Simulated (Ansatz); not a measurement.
The relaxed structure here is a generated cell of CsPbBr3: the first start was made by a random draw of sites in a space group, and the end was not matched to a known phase here, so it may be hypothetical. Known forms of CsPbBr3 include space group No. 62, 221.

One stationary structure of CsPbBr3. Space group Pmmm (No. 47). Computed with PBEsol (plane waves to 420 eV, PAW, scalar-relativistic; Ansatz, an electronic-structure program).

```cif
data_Br3CsPb
_chemical_formula_sum 'Br3 Cs1 Pb1'
_space_group_name_H-M_alt 'P 1'
_space_group_IT_number 1
_cell_length_a 5.46513
_cell_length_b 5.81627
_cell_length_c 10.07596
_cell_angle_alpha 90.000
_cell_angle_beta 90.000
_cell_angle_gamma 90.000
loop_
_space_group_symop_operation_xyz
  'x, y, z'
loop_
_atom_site_label
_atom_site_type_symbol
_atom_site_fract_x
_atom_site_fract_y
_atom_site_fract_z
_atom_site_occupancy
Br1 Br 0.00000 0.50000 0.71382 1
Br2 Br 0.00000 0.50000 0.28618 1
Br3 Br 0.00000 0.00000 0.00000 1
Cs1 Cs 0.50000 0.50000 0.50000 1
Pb1 Pb 0.00000 0.50000 0.00000 1
```

Task: Estimate the band gap that PBEsol returns for this input.

Result: 1.17 eV, indirect (valence top at T, conduction bottom at S) (no spin-orbit coupling).

Task: What is the computed smallest direct gap (PBEsol)?

Result: 1.28 eV at R.

No spin polarisation in the result. Spin-orbit coupling is missing; with elements this heavy it can move band edges by tenths of an eV or more.

The run could not lose the symmetry of its start: the end is stationary, and may be a saddle point rather than a minimum.
